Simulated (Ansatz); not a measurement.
SiGe:
Space group R-3m, hexagonal axes (No. 166); a = b = 3.924 Å, c = 19.197 Å, α = β = 90.00°, γ = 120.00°

| atom | site | symmetry | x | y | z |
|---|---|---|---|---|---|
| Si | 6c | 3m | 0.0000 | 0.0000 | 0.0612 |
| Ge | 6c | 3m | 0.0000 | 0.0000 | 0.4360 |
(The calculation used a cell of 4 atoms; values per cell refer to that cell.)

Relaxed with r²SCAN. r²SCAN (plane waves, PAW; program Ansatz) gives a gap of 0.65 eV.

**Question.** What gap does HSE06 give on the same cell (Ansatz, PAW)?

**Answer.** 1.01 eV, 0.36 eV more. The hybrid was solved on a coarser mesh and at special points; its gap is the smallest among all of these.

```json
[
 {"k": "Γ", "v1 r²SCAN": "0.00", "c1 r²SCAN": "1.24", "v1 HSE06": "?", "c1 HSE06": "?"},
 {"k": "T", "v1 r²SCAN": "-0.87", "c1 r²SCAN": "1.67", "v1 HSE06": "?", "c1 HSE06": "?"},
 {"k": "L", "v1 r²SCAN": "-2.39", "c1 r²SCAN": "1.73", "v1 HSE06": "?", "c1 HSE06": "?"},
 {"k": "F", "v1 r²SCAN": "-1.36", "c1 r²SCAN": "0.65", "v1 HSE06": "-1.38", "c1 HSE06": "1.01"},
 {"k": "S0", "v1 r²SCAN": "-2.39", "c1 r²SCAN": "1.63", "v1 HSE06": "?", "c1 HSE06": "?"},
 {"k": "H0", "v1 r²SCAN": "-2.45", "c1 r²SCAN": "1.77", "v1 HSE06": "-2.50", "c1 HSE06": "2.17"}
]
```

**Question.** Top valence (v1) and lowest conduction level (c1) in eV from each method's valence maximum (which need not be a listed point): supply the withheld HSE06 values.

**Answer.** 
- S0, v1 HSE06: -2.46
- S0, c1 HSE06: 2.00
- Γ, v1 HSE06: 0.00
- Γ, c1 HSE06: 1.58
- T, v1 HSE06: -0.88
- T, c1 HSE06: 2.07
- L, v1 HSE06: -2.47
- L, c1 HSE06: 2.07

Cost on shared cores: the r²SCAN run (SCF on a 8×8×8 mesh, then bands and DOS) very roughly 80 core-seconds, the HSE06 run (SCF on 6×6×6, then a few points) about 7 core-minutes (a rough figure); the tasks are unlike.

The start of the workflow was typed in or built on a structure type; neither database checked (COD, Materials Project) lists it. Whether it is the stable phase at ambient conditions was not checked. The cell was relaxed with r²SCAN under the symmetry of its start; its stability against distortions is not shown here. Spin–orbit coupling is left out wherever it is not named.

Potentials: the earlier of the program's two PAW sets.
